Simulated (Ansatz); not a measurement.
Ca:
```yaml
crystal:
  lattice:
    - [0.00000, 2.77288, 2.77288]
    - [2.77288, 0.00000, 2.77288]
    - [2.77288, 2.77288, 0.00000]
  atoms:
    - { symbol: Ca, position: [0.00000, 0.00000, 0.00000] }
```

Relaxed with r²SCAN+D4. Special points in fractions of this cell's reciprocal vectors: Γ (0.000, 0.000, 0.000); X (0.500, 0.000, 0.500); U (0.625, 0.250, 0.625); K (0.375, 0.375, 0.750); L (0.500, 0.500, 0.500); W (0.500, 0.250, 0.750).

### Question
List the band energies nearest the Fermi level at these points for r²SCAN+D4 (plane waves, PAW; program Ansatz).

### Answer
In eV from the Fermi level; about four levels below and three above (degenerate sets whole), none deeper than 8.9 eV; points with the same levels are listed once.

```tsv
k	below	above
Γ	-4.27	2.69 2.69 2.69
X	-0.39	0.77 0.92 4.50
U	–	0.07 0.56 0.85
L	-0.94 -0.29	2.55 2.55 4.51 4.51
W	–	0.26 0.78 0.78
```

Space group Fm-3m (fcc (Cu type)). The cell was relaxed with r²SCAN+D4 under the symmetry of its start. The pairwise dispersion correction was not fitted to metals.

Potentials: the later of the program's two PAW sets.
